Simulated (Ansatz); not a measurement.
ZrB2:
```cif
data_B2Zr
_chemical_formula_sum 'Zr1 B2'
_space_group_name_H-M_alt 'P 1'
_space_group_IT_number 1
_cell_length_a 3.13282
_cell_length_b 3.13282
_cell_length_c 3.48922
_cell_angle_alpha 90.000
_cell_angle_beta 90.000
_cell_angle_gamma 120.000
loop_
_space_group_symop_operation_xyz
  'x, y, z'
loop_
_atom_site_label
_atom_site_type_symbol
_atom_site_fract_x
_atom_site_fract_y
_atom_site_fract_z
_atom_site_occupancy
Zr1 Zr 0.00000 0.00000 0.00000 1
B1 B 0.33333 0.66667 0.50000 1
B2 B 0.66667 0.33333 0.50000 1
```

Relaxed with LDA.

Problem. Which orbitals make up the states near the Fermi level in LDA (plane waves, PAW; program Ansatz)?

Solution. Within 0.5 eV of the Fermi level: Zr 4d 72 %, B 2p 25 %. Projections are on Löwdin-orthogonalised atomic valence shells; empty p or d shells of many metals are not among them.

Problem. Tabulate the density of states.

Solution. States/eV per cell of 3 atoms, in 0.25 eV bins, energy from the Fermi level.

```tsv
E (eV)	total	Zr 4d	B 2p	B 2s
-7.85	0.68	0.13	0.33	0.19
-7.60	0.67	0.12	0.33	0.18
-7.35	0.65	0.12	0.33	0.17
-7.10	0.63	0.11	0.34	0.15
-6.85	0.59	0.11	0.32	0.13
-6.60	0.56	0.11	0.32	0.11
-6.35	0.57	0.11	0.33	0.09
-6.10	0.61	0.12	0.36	0.08
-5.85	0.67	0.13	0.41	0.08
-5.60	0.84	0.16	0.53	0.07
-5.35	0.87	0.17	0.57	0.06
-5.10	0.91	0.17	0.64	0.05
-4.85	1.45	0.28	1.04	0.06
-4.60	1.33	0.30	0.92	0.05
-4.35	1.01	0.25	0.67	0.05
-4.10	1.27	0.35	0.81	0.05
-3.85	1.57	0.48	0.98	0.04
-3.60	1.98	0.64	1.21	0.03
-3.35	2.64	0.78	1.68	0.04
-3.10	1.77	0.55	1.11	0.03
-2.85	1.30	0.47	0.78	0.01
-2.60	1.69	0.73	0.88	0.02
-2.35	1.70	0.78	0.84	0.01
-2.10	1.44	0.74	0.63	0.01
-1.85	0.96	0.62	0.31	0.00
-1.60	0.79	0.53	0.23	0.00
-1.35	0.65	0.45	0.18	0.00
-1.10	0.51	0.36	0.13	0.00
-0.85	0.38	0.28	0.09	0.00
-0.60	0.23	0.17	0.05	0.00
-0.35	0.15	0.11	0.03	0.00
-0.10	0.19	0.14	0.05	0.00
0.15	0.34	0.24	0.09	0.00
0.40	0.43	0.30	0.12	0.00
0.65	0.57	0.40	0.15	0.00
0.90	0.67	0.47	0.17	0.00
1.15	0.80	0.55	0.22	0.01
1.40	0.99	0.66	0.28	0.02
1.65	1.30	0.79	0.40	0.07
1.90	1.20	0.78	0.32	0.05
2.15	1.13	0.77	0.27	0.04
2.40	1.10	0.78	0.24	0.04
2.65	1.24	0.91	0.25	0.04
2.90	1.29	0.95	0.25	0.04
3.15	1.27	0.93	0.25	0.05
3.40	1.28	0.92	0.25	0.05
3.65	1.50	1.06	0.31	0.06
3.90	1.65	1.16	0.35	0.08
4.15	1.71	1.18	0.36	0.10
4.40	1.82	1.25	0.35	0.14
4.65	1.84	1.27	0.33	0.15
```

Space group P6/mmm. Symmetry was held in the LDA relaxation. No spin polarisation was allowed. Scalar-relativistic: spin–orbit coupling is off unless named, which matters more the heavier the elements.

Potentials: the earlier of the program's two PAW sets. The files were generated under PBE; for other functionals the program regenerates the frozen cores, and for LDA and PBEsol the local potential too.
